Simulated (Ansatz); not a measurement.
Consider the following.

Ta$_{2}$O$_{5}$:
```
CELL_PARAMETERS angstrom
      3.83858     0.00000     0.00000
      0.00000     3.85726     0.00000
     -1.91721     0.00000     6.51428
ATOMIC_POSITIONS crystal
  Ta 0.64583 0.00000 0.79157
  Ta 0.35417 0.00000 0.20843
  O  0.64975 0.50000 0.79895
  O  0.35025 0.50000 0.20105
  O  0.18518 0.00000 0.87020
  O  0.81482 0.00000 0.12980
  O  0.50000 0.00000 0.50000
```

This is the r²SCAN-relaxed structure. x, y and z are the axes in which the lattice vectors are written.

Problem. All from plane-wave PAW r²SCAN (Ansatz code), unless another level is named. Give the smallest direct gap on the standard path.

Solution. 3.35 eV.

Problem. Give the HSE06 gap on the r²SCAN cell.

Solution. 3.66 eV.

Problem. Give the gap with spin–orbit coupling.

Solution. 2.67 eV.

Problem. Give the valence-band maximum.

Solution. at E (k = 0.500, 0.500, 0.500 in fractions of the reciprocal vectors).

Problem. And the conduction-band minimum?

Solution. at B (k = 0.000, 0.000, 0.500 in fractions of the reciprocal vectors).

Space group Cmmm. The workflow started from a Materials Project entry (that database holds measured and hypothetical structures alike); the Crystallography Open Database copy checked does not list it. COD files the formula under space group No. 49. Whether it is the stable phase at ambient conditions was not checked. Symmetry was held in the r²SCAN relaxation; phonons show weakly imaginary modes. The run is not spin-polarised. Scalar-relativistic: spin–orbit coupling is off unless named, which matters more the heavier the elements.

Potentials: the earlier of the program's two PAW sets.
